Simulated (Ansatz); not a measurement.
LaAs₁₂Ru₄:
```
LaAs12Ru4
1.0
   -4.30016     4.30016     4.30016
    4.30016    -4.30016     4.30016
    4.30016     4.30016    -4.30016
La As Ru
1 12 4
Cartesian
  0.00000   0.00000   0.00000
  0.00000   1.29582   3.00589
  4.30016   3.00434   1.29428
  4.30016   3.00434  -1.29428
  0.00000   1.29582   5.59444
  3.00589   0.00000   1.29582
  1.29428   4.30016   3.00434
 -1.29428   4.30016   3.00434
  5.59444   0.00000   1.29582
  1.29582   3.00589   0.00000
  3.00434   1.29428   4.30016
  3.00434  -1.29428   4.30016
  1.29582   5.59444   0.00000
  2.15008   2.15008   2.15008
  2.15008   2.15008  -2.15008
 -2.15008   2.15008   2.15008
  2.15008  -2.15008   2.15008
```

Relaxed with PBE. Special points in fractions of this cell's reciprocal vectors: Γ (0.000, 0.000, 0.000); H (0.500, -0.500, 0.500); N (0.000, 0.000, 0.500); P (0.250, 0.250, 0.250).

**Question.** List the band energies nearest the Fermi level at these points for PBE with spin–orbit coupling in the plane-wave PAW code Ansatz.

**Answer.** In eV from the Fermi level; about four levels below and three above (degenerate sets whole), none deeper than 8.9 eV; points with the same levels are listed once.

```json
[
 {"k": "Γ", "below": "-0.14 -0.14 -0.14 -0.14", "above": "0.19 0.19 0.99 0.99"},
 {"k": "H", "below": "-0.64 -0.64 -0.64 -0.64 -0.54 -0.54", "above": "1.78 1.78 1.78 1.78 1.79 1.79"},
 {"k": "N", "below": "-0.34 -0.34 -0.26 -0.26", "above": "0.06 0.06 1.09 1.09"},
 {"k": "P", "below": "-0.21 -0.21 -0.21 -0.21", "above": "0.09 0.09 1.29 1.29 1.29 1.29"}
]
```

Space group Im-3. The start of the workflow was typed in or built on a structure type; neither database checked (COD, Materials Project) lists it. Whether it is the stable phase at ambient conditions was not checked. Symmetry was held in the PBE relaxation; whether a distortion lowers the energy is not shown. No spin polarisation was allowed.

Potentials: the later of the program's two PAW sets.
